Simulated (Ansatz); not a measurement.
BaS (rock salt, space group No. 225), plane-wave PAW r²SCAN (Ansatz code): ε∞ = 4.38, cell volume 66.31 Å³. Infrared-active transverse modes:

```json
[
 {"ω_TO (cm⁻¹)": "146.3", "oscillator strength S_xx (e²/amu)": "0.2516"}
]
```

Compute the static dielectric constant.

Each mode adds (4.921e7/V) S/ω²: 8.73. So ε0 = 13.1.

What LO frequency does the Lyddane–Sachs–Teller relation give?

ω_LO = ω_TO √(ε0/ε∞) = 253 cm⁻¹.

Space group Fm-3m (rock salt). The r²SCAN relaxation kept the symmetry of its start; phonons on a q-mesh show no instability. Spin–orbit coupling is left out wherever it is not named.

Potentials: the later of the program's two PAW sets.
